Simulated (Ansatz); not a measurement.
The start is a relaxed W cell, doubled along one cell vector, shaken by Gaussian noise of σ = 0.08 Å a coordinate. The cell and all atomic positions are relaxed at zero pressure with PBE (plane waves to 420 eV, PAW, scalar-relativistic; Ansatz, an electronic-structure program). First-step values are on the input's coarse k-mesh.

Ansatz input (later rounds restart from its end on a renewed k-mesh):
Ansatz 0.2 input:
```yaml
crystal:
  lattice:
    - [9.3829797184, 0, 0]
    - [-2.3457449296, 4.0629493997, 0]
    - [0, 0, 2.6047253698]
  atoms:
    - { symbol: W, position: [-0.008526398, -0.0039985253, 0.031430252] }
    - { symbol: W, position: [0.5044220148, 0.0095785023, -0.0157123828] }
    - { symbol: W, position: [0.1580983316, 0.6593918076, 0.5054452153] }
    - { symbol: W, position: [0.6575662288, 0.6468240235, 0.4237265525] }
    - { symbol: W, position: [0.3296565719, 0.3644955526, 0.5032407064] }
    - { symbol: W, position: [0.8413646015, 0.326114886, 0.4709514699] }
basis: { ecutwfc: 420, ecutrho_ratio: 4, xc_grid: 2, fft_grid_basis: typed }
kpoints: { mp_grid: { grid: [4, 8, 12] } }
hamiltonian:
  xc: pbe
  dispersion: none
  pseudopotentials: { azcp: { folder: ./paw }, kind: paw }
scf: { occupations: { method: fermi_dirac, width: 0.05 } }
relax: { f_tol: 0.01, max_steps: 100, cell: { stress_tol: 0.02 } }
output: { forces: true, stress: true }
```

How does the volume change?

-2.5 %, from 16.55 to 16.13 Å³/atom.

How do the shortest distances between atoms change?

The closest pairs of elements (up to four, under 3.6 Å), start → end: W–W 2.58 → 2.76 Å.

Write out the relaxed structure.


```cif
data_W2
_chemical_formula_sum 'W2'
_space_group_name_H-M_alt 'Im-3m'
_space_group_IT_number 229
_space_group_name_Hall '-I 4 2 3'
_cell_length_a 3.18364
_cell_length_b 3.18364
_cell_length_c 3.18364
_cell_angle_alpha 90.000
_cell_angle_beta 90.000
_cell_angle_gamma 90.000
loop_
_atom_site_label
_atom_site_type_symbol
_atom_site_symmetry_multiplicity
_atom_site_Wyckoff_symbol
_atom_site_fract_x
_atom_site_fract_y
_atom_site_fract_z
_atom_site_occupancy
W1 W 2 a 0.00000 0.00000 0.00000 1
```
(The calculation used a cell of 1 atom; values per cell refer to that cell.)

Final values are on a 20×20×20 k-mesh of the relaxed cell. No spin polarisation in the result.

Of the parent cell (P6/mmm (No. 191)): it is a generated cell of W: the first start was made by placing the elements on the sites of a structure type, and the end was not matched to a known phase here, so it may be hypothetical. Known forms of W include space group No. 229.
